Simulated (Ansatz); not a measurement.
One stationary structure of GaSb. Space group P6₃mc (No. 186), AFLOW prototype AB_hP8_186_ab_ab (B5, as in SiC). All values below come from PBEsol (plane waves to 420 eV, PAW, scalar-relativistic; Ansatz, an electronic-structure program).

```cif
data_Ga4Sb4
_chemical_formula_sum 'Ga4 Sb4'
_space_group_name_H-M_alt 'P 1'
_space_group_IT_number 1
_cell_length_a 4.31319
_cell_length_b 4.31319
_cell_length_c 14.15413
_cell_angle_alpha 90.000
_cell_angle_beta 90.000
_cell_angle_gamma 120.000
loop_
_space_group_symop_operation_xyz
  'x, y, z'
loop_
_atom_site_label
_atom_site_type_symbol
_atom_site_fract_x
_atom_site_fract_y
_atom_site_fract_z
_atom_site_occupancy
Ga1 Ga 0.00000 0.00000 0.99967 1
Ga2 Ga 0.00000 0.00000 0.49967 1
Ga3 Ga 0.66667 0.33333 0.75039 1
Ga4 Ga 0.33333 0.66667 0.25039 1
Sb1 Sb 0.00000 0.00000 0.81317 1
Sb2 Sb 0.00000 0.00000 0.31317 1
Sb3 Sb 0.66667 0.33333 0.56240 1
Sb4 Sb 0.33333 0.66667 0.06240 1
```

For GaSb, the volume per atom is 28.51 Å³ and the band gap is 0.02 eV, direct at Γ (no spin-orbit coupling). The shortest distances is Ga–Sb 2.64 Å and the k-mesh is 13×13×4.

Band energies at high-symmetry points (eV from the VBM; labels of this space group; no spin-orbit coupling), from −5 eV up to 3.0 eV:

```json
[
 {"point": "Γ", "energies": "-4.14 -4.10 -1.22 -1.22 -0.76 -0.76 -0.70 -0.70 -0.11 0.00 0.00 0.02 0.23 0.63 0.91 2.64 2.64 2.80"},
 {"point": "M", "energies": "-3.52 -3.19 -2.63 -2.05 -2.05 -2.04 -1.54 -1.21 0.43 0.61 0.85 1.56 1.88"},
 {"point": "K", "energies": "-4.02 -4.02 -3.19 -3.19 -2.94 -2.27 -2.27 -1.71 1.43 2.19 2.19 2.68 2.68"},
 {"point": "A", "energies": "-2.11 -2.11 -1.09 -1.09 -1.09 -1.09 -0.26 -0.26 -0.26 -0.26 0.36 0.36 1.11 1.11 2.93 2.93 2.93 2.93"},
 {"point": "L", "energies": "-3.13 -3.13 -2.48 -2.48 -2.17 -2.17 -1.50 -1.50 0.86 0.86 1.36 1.36 2.26 2.26"},
 {"point": "H", "energies": "-3.93 -3.93 -3.41 -3.41 -2.39 -2.39 -2.08 -2.08 1.54 1.54 2.58 2.58"}
]
```

No spin polarisation in the result. Without spin-orbit coupling the bands of the heavy element are not split, so the gap can be far off.

The run could not lose the symmetry of its start.

The first start was generated by placing the elements on the sites of a structure type. Materials Project lists a structure of GaSb in the same space group, P6₃mc (No. 186); the sites were not compared with it, nor with measured phases. Known forms of GaSb include space group No. 216.
